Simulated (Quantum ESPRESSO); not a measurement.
**Band energies of MgTe**

```xyz
4
Lattice="4.5626 0.0000 0.0000 -2.2813 3.9514 0.0000 0.0000 0.0000 7.4041" Properties=species:S:1:pos:R:3 pbc="T T T"
Mg     0.0000     2.6342     7.3777
Mg     2.2813     1.3171     3.6756
Te     0.0000     2.6342     2.7660
Te     2.2813     1.3171     6.4680
```

PBEsol (Quantum ESPRESSO, PseudoDojo norm-conserving, 84 Ry, with spin-orbit coupling); path ΓMKΓALHA,LM,KH; energies in eV from the valence-band maximum.

```
k (1/Å)  point  band 52  band 53  band 54  band 55  band 56  band 57  band 58  band 59
-------  -----  -------  -------  -------  -------  -------  -------  -------  -------
0.00         Γ     0.00     2.11     2.11     2.64     2.64     4.96     4.96     4.98
0.23              -0.10     2.88     2.89     3.25     3.30     4.65     4.67     5.26
0.57              -0.53     2.99     2.99     3.61     3.63     4.15     4.17     5.30
0.80         M    -0.66     2.80     2.80     3.54     3.54     3.93     3.93     5.19
0.91              -0.79     3.07     3.10     3.62     3.68     3.92     3.98     5.21
1.25         K    -1.50     3.15     3.15     5.14     5.48     5.54     5.54     5.77
1.60              -0.76     3.88     3.88     4.26     4.39     4.60     4.63     4.66
1.94              -0.12     2.90     2.92     3.31     3.37     4.57     4.57     5.22
2.17         Γ     0.00     2.11     2.11     2.64     2.64     4.96     4.96     4.98
2.28              -0.04     2.36     2.36     2.68     2.68     4.97     4.97     4.98
2.60         A    -0.30     3.13     3.13     3.13     3.13     5.22     5.22     5.22
2.89              -0.66     3.71     3.71     3.75     3.75     4.61     4.61     4.65
3.09              -0.88     3.23     3.23     3.25     3.25     4.43     4.43     4.47
3.39         L    -0.96     2.87     2.87     2.87     2.87     3.94     3.94     3.94
3.74              -0.83     3.50     3.50     3.53     3.53     4.77     4.77     4.86
3.85         H    -0.81     3.56     3.56     3.58     3.58     4.71     4.71     4.84
4.03              -0.86     3.54     3.54     3.57     3.57     4.87     4.87     4.94
4.31              -0.91     3.82     3.82     3.87     3.87     4.67     4.67     4.74
4.58              -0.49     3.58     3.58     3.63     3.63     4.63     4.63     4.65
4.77         A    -0.30     3.13     3.13     3.13     3.13     5.22     5.22     5.22
4.77         L    -0.96     2.87     2.87     2.87     2.87     3.94     3.94     3.94
5.09              -0.68     2.84     2.84     3.16     3.16     4.28     4.28     5.30
5.19         M    -0.66     2.80     2.80     3.54     3.54     3.93     3.93     5.19
5.19         K    -1.50     3.15     3.15     5.14     5.48     5.54     5.54     5.77
5.30              -1.44     3.28     3.28     4.80     5.00     5.03     5.03     5.75
5.62         H    -0.81     3.56     3.56     3.58     3.58     4.71     4.71     4.84
```

The PBEsol gap is direct, 2.11 eV at Γ.

Geometry relaxed with PBEsol.
